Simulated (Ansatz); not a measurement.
Stationary points along a deformation path in TiB

Computed with Ansatz, DFT r2SCAN, scalar-relativistic, plane waves, PAW. Cutoff 500 eV, Γ-centred 22×22×22 k-points, Gaussian smearing of 0.15 eV. No spin polarisation. Energies are free energies at this smearing, counted from the undisturbed cell; pressure is positive in compression.

The starting cell (as given, not relaxed at this level; it stands at 121.2 GPa, and it needn't be the usual structure):

```yaml
crystal:
  lattice:
    - [0.00000, 2.10100, 2.10100]
    - [2.10100, 0.00000, 2.10100]
    - [2.10100, 2.10100, 0.00000]
  atoms:
    - { symbol: Ti, position: [0.75000, 0.75000, 0.75000] }
    - { symbol: B, position: [0.00000, 0.00000, 0.00000] }
```

At fixed volume and fractional coordinates, lengths along (0.000, 0.000, 1.000) are scaled against those across it; ρ is that ratio over its starting value. V = 9.274 Å³/atom. Δσ is the stress along the axis less the mean stress across it (compression positive).

```csv
ρ,ΔE (meV/atom),Δσ (GPa),space group
0.650,-915.8,-95.22,I-4m2
0.707,-622.1,-84.08,I-4m2
0.780,-337.3,-65.95,I-4m2
0.850,-147.9,-47.53,I-4m2
0.920,-37.2,-23.98,I-4m2
0.960,-8.5,-11.09,I-4m2
1.000,0.0,0.00,F-43m
1.050,-10.4,10.58,I-4m2
1.100,-36.3,17.88,I-4m2
1.200,-110.2,23.60,I-4m2
1.300,-184.5,24.83,I-4m2
1.414,-273.5,29.25,I-4m2
1.500,-342.8,31.14,I-4m2
```

How does the stress give the slope of the energy, and where is the energy stationary?

Along the path d ln(length) is 2/3 d ln ρ on the axis and −1/3 d ln ρ across it, so dE/d ln ρ = −(2/3) V Δσ: the energy falls with ρ where Δσ is positive. Δσ vanishes or changes sign at ρ = 1.000 (F-43m), a maximum at 0.0 meV/atom. Pairs of stationary points between two samples would go unseen, and could change a minimum read from distant neighbours into a maximum. At ρ = 1.000 the cell is cubic, where symmetry alone makes the stress isotropic and the slope zero.

Which shear constant sets the curvature at ρ = 1?

For a cubic crystal E/V = (2/3) C (ln ρ)² with C = C′ = (C11 − C12)/2, so Δσ = −2C ln ρ. The parabola of Δσ against ln ρ through ρ = 0.960, 1 and 1.050 gives C ≈ -123 GPa with the ions clamped, rough because the steps are large. It is the stress–strain coefficient at this cell's pressure of 121.2 GPa, not the zero-pressure constant. It is negative, so the cubic cell is unstable to this shear.

Integrate that slope from ρ = 1 to 1.200 by the trapezoid rule.

With V/N in Å³ and 1 eV/Å³ = 160.2 GPa the slopes at ρ = 1.000, 1.050, 1.100, 1.200 are 0, -408, -690, -911 meV/atom per unit of ln ρ. The steps add (-10.0) + (-25.5) + (-69.7) = -105.2 meV/atom, against -110.2 from the energies; the trapezoid rule misses the curvature of the slope within each step.

Is the start the lowest point of the path?

No: ρ = 0.650 lies 915.8 meV/atom lower, with no sampled rise above the start on the way. Volume and inner coordinates are held, so a relaxed structure there would lie lower still.

In a metal these slopes depend on the k mesh and the smearing.